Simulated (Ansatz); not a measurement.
Put CsLi2 in Fm-3m (No. 225): Cs on 4a; Li on 8c.

All numbers below come from DFT PBE, scalar-relativistic, plane waves, PAW in Ansatz. Cutoff 420 eV, Γ-centred mesh, Gaussian smearing, no spin polarisation.

Formation energies are uncorrected and refer to the elements' standard structures at the same level.

Question: Which cell and coordinates does it relax to?

Answer:

Space group Fm-3m (No. 225). a = 9.174 Å, b = 9.174 Å, c = 9.174 Å, α = 90.00°, β = 90.00°, γ = 90.00°
```tsv
atom	site	symmetry	x	y	z
Cs	4a	m-3m	0.0000	0.0000	0.0000
Li	8c	-43m	0.2500	0.2500	0.7500
```

It has the fluorite type. Cs is surrounded by 8 Li at 3.97 Å; Li has 4 Cs at 3.97 Å and 6 Li at 4.59 Å.

Question: Where does its energy lie, and is it a metal?

Answer: The formation energy is +0.55 eV/atom and the gap on the 10×10×10 mesh of the 3-atom cell is 0 eV (a metal). A positive value: parting into the elements would lower its energy.

The last run used Gaussian smearing of 0.10 eV. Symmetry constrained the relaxation, so the result can be a saddle point.
